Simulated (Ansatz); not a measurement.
**Elastic constants of SbPt (P6_3/mmc) under pressure**

```
Sb Pt
1.0
     4.17084    0.00000    0.00000
    -2.08542    3.61205    0.00000
     0.00000    0.00000    5.47057
Sb Pt
2 2
Cartesian
  0.0000 2.4080 1.3676
  2.0854 1.2040 4.1029
  0.0000 0.0000 0.0000
  0.0000 0.0000 2.7353
```

This is the zero-pressure cell. At each pressure cell and atoms are relaxed in this structure, and the constants are slopes of the stress at strains of ±0.005 with relaxed ions (the coefficients that govern stability under load). Level: PBEsol, PAW on Ansatz 0.2.0's default frozen-core files (fitted under PBE), scalar-relativistic; k mesh 12×12×8, strains of ±0.005, Fermi-Dirac smearing of 0.080 eV, cutoff 420 eV. P is the pressure of the relaxed cell, less that of this one.

```
P (GPa)    V/V₀  C11 (GPa)  C12 (GPa)  C13 (GPa)  C33 (GPa)  C44 (GPa)
   0.00  1.0000      182.4      122.4      102.0      260.9       28.4
   0.99  0.9931      187.4      127.7      106.4      267.8       29.7
   2.02  0.9862      192.6      133.3      110.9      274.9       31.0
   4.01  0.9736      202.5      144.0      119.6      288.4       33.6
   7.00       ?          ?          ?          ?          ?          ?
  10.00  0.9408      230.6      175.6      145.3      326.7       41.2
  15.02  0.9175      252.7      201.6      166.7      357.2       47.7
```

Q: Does the bulk modulus from the constants agree with the pressure-volume curve?

A: A third-order Birch-Murnaghan fit to the volumes shown (F against f, f = [(V₀/V)^(2/3) − 1]/2) gives B₀ = 140.2 GPa and B′ = 5.1. Its −V dP/dV stands beside the Reuss value 1/ΣS_ij (i, j ≤ 3):

| P (GPa) | from P(V) | from the constants |
| --- | --- | --- |
| 0.00 | 140.2 | 140.3 |
| 0.99 | 145.2 | 145.2 |
| 2.02 | 150.4 | 150.4 |
| 4.01 | 160.2 | 160.3 |
| 10.00 | 189.1 | 189.1 |
| 15.02 | 212.6 | 212.6 |

Q: What are the pressure derivatives at zero pressure?

A: Slopes at V₀ of quadratic fits in −ln(V/V₀) through the first four rows shown, divided by B₀: dC11/dP = 5.1, dC12/dP = 5.4, dC13/dP = 4.4, dC33/dP = 7.0, dC44/dP = 1.3. The mean slopes up to 2.0 GPa are 5.1, 5.4, 4.4, 6.9, 1.3; curvature and scatter of the constants part the two.

Q: Fill the row at 7.00 GPa.

A: Cubic fits in −ln(V/V₀) through all rows shown give C11 = 216.7, C12 = 159.8, C13 = 132.5, C33 = 307.8, C44 = 37.4 GPa. Computed: V/V₀ = 0.9564, C11 (GPa) = 216.7, C12 (GPa) = 159.8, C13 (GPa) = 132.5, C33 (GPa) = 307.9, C44 (GPa) = 37.4.

Q: Does a shear stiffness soften?

A: C44 goes from 28.4 to 47.7 GPa; (C11 − C12)/2 goes from 30.0 to 25.6 GPa. (C11 − C12)/2 softens under pressure, though the lattice stays mechanically stable over this range.

Caveats: no other phase was computed; many crystals of this kind change structure within this range, and rows or crossings beyond such a change describe a metastable lattice; frozen-core PAW files fitted under PBE, their cores solved anew for the functional of the run; responses of metals move with mesh and smearing; no spin-orbit coupling on heavy atoms; the softest shear constant rests on one k mesh, and a soft shear can herald a distortion on cooling; elastic stability says nothing of phonons or of other phases; phonons weren't checked at these pressures.
